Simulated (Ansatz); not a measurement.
One crystal and one scan (scan of one atom of the cell) at two levels, PBE-D3(BJ) (plane waves to 420 eV, PAW, scalar-relativistic; Ansatz, an electronic-structure program) and r2SCAN+rVV10 (plane waves to 500 eV, PAW, scalar-relativistic; Ansatz), each from its own relaxed cell and on its own mesh. The cell shown is that of PBE-D3(BJ).

TiTe₂ (CdI2 type)

```
CELL_PARAMETERS angstrom
      7.39497     0.00000     0.00000
     -1.84874     3.20212     0.00000
      0.00000     0.00000     6.38480
ATOMIC_POSITIONS crystal
  Ti 0.00000 0.00000 0.00000
  Ti 0.50000 0.00000 0.00000
  Te 0.16667 0.66667 0.27107
  Te 0.66667 0.66667 0.27107
  Te 0.33333 0.33333 0.72893
  Te 0.83333 0.33333 0.72893
```

In this cell atom 3 (Te, nearest neighbour Ti at 2.748 Å; its periodic images, 3.7 Å or more away, move with it) is moved by s along Cartesian x, unit vector (1.000, 0.000, 0.000); all other atoms and the cell stay fixed.

Energies are smeared free energies. Spin-orbit coupling is left out, though Te is heavy. The PAW data are Ansatz's earlier set. TiTe2 is run without spin polarisation. TiTe2 was relaxed with its symmetry unable to fall. With partly filled bands, energies and forces of such displacements shift with the k mesh and the smearing. Percentages come from the unrounded values.

Results of PBE-D3(BJ):

| Item | Result |
|---|---|
| Lattice constant a (Å) | 3.697 |
| Lattice constant c (Å) | 6.385 |
| Relaxed volume (Å³/atom) | 25.20 |
| Force constant k = d²E/ds² at s = 0 (finite differences) (eV/Å²) | 5.79 |
| Shape of the curve | a single well with its minimum at or next to zero displacement |

Task: What does r2SCAN+rVV10 give for the same quantities?

Result: 
```
quantity                                                          r2SCAN+rVV10  PBE-D3(BJ) − r2SCAN+rVV10
----------------------------------------------------------------  ------------  -------------------------
Lattice constant a (Å)                                                   3.784            -0.087 (-2.3 %)
Lattice constant c (Å)                                                   6.603            -0.218 (-3.3 %)
Relaxed volume (Å³/atom)                                                 27.30             -2.10 (-7.7 %)
Force constant k = d²E/ds² at s = 0 (finite differences) (eV/Å²)          5.46             +0.33 (+5.9 %)
```

PBE-D3(BJ) gives the higher value for: force constant k = d²E/ds² at s = 0. PBE-D3(BJ) gives the lower value for: lattice constant a; lattice constant c; relaxed volume. Both give the same shape of the curve: a single well with its minimum at or next to zero displacement.

(A displaced cell: forces are minus the slopes of the energy, force constants its curvatures, and phonons follow from these.)
